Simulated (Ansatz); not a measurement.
CoPdO2 (R-3m), relaxed with HSE06 (Ansatz, a program for electronic structure, plane waves, PAW): a = b = 2.8297 Å, c = 17.6084 Å, α = β = 90.00°, γ = 120.00°.

**Question.** The same phase is relaxed and computed with r²SCAN in the same code. What is the cell now?

**Answer.** a = 2.826 Å, b = 2.826 Å, c = 17.754 Å, α = 90.00°, β = 90.00°, γ = 120.00°.

Began spin-polarised and lost the moments: CoPdO2, R-3m (Pd on 3a, Co on 3b, O on 6c) with HSE06; CoPdO2, R-3m (Pd on 3a, Co on 3b, O on 6c) with r²SCAN. All cells were relaxed under the symmetry of their starts (and spin orders); stability against distortions was not tested throughout. No Hubbard U is applied. Scalar-relativistic: spin–orbit coupling is off unless named, which matters more the heavier the elements.

Potentials: the later of the program's two PAW sets.

Ansatz is a plane-wave DFT program.
